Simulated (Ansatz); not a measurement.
IrRh2: computed properties

The calculation used Ansatz, DFT PBE, scalar-relativistic, plane waves, PAW.

Plane waves to 420 eV, a k mesh through Γ of 18×18×4 on the computed 6-atom cell and Gaussian smearing (0.10 eV); no spin polarisation.

The structure is relaxed at this level of theory with its symmetry kept, and needn't be the ground state of this composition.

Space group P-6m2 (No. 187), hexagonal, a = 2.731 Å, c = 13.226 Å. Ir is surrounded by 6 Rh at 2.70–2.72 Å and 6 Ir at 2.73 Å; around Rh on a site of symmetry -6m2 lie 12 Rh at 2.71–2.73 Å; Rh on a site of symmetry 3m is surrounded by 3 Ir at 2.70 Å and 9 Rh at 2.71–2.73 Å; Rh on a second site of symmetry -6m2 is surrounded by 6 Ir at 2.72 Å and 6 Rh at 2.73 Å.

* Volume per atom: 14.24 Å³
* Formation energy from the elements' standard states (uncorrected): +0.031 eV/atom
* Kohn–Sham band gap: none (metal)
* Density of states at the Fermi level: 8.5 states/eV per cell
* Orbital (Löwdin) character within 0.5 eV of the Fermi level: Rh 4d 68 %, Ir 5d 28 %
* Bader charge by site (e): Ir (2 in the cell) -0.07, Rh (1 in the cell) -0.01, Rh (2 in the cell) 0.04, Rh (1 in the cell) 0.08

Spin-orbit coupling is left out, which matters for the bands of heavy elements. Spin polarisation was left out, and a magnetic state may lie lower.

The cell was found from a structure generator's guess, not taken from experiment. Löwdin shares on free-atom orbitals overweight diffuse shells.
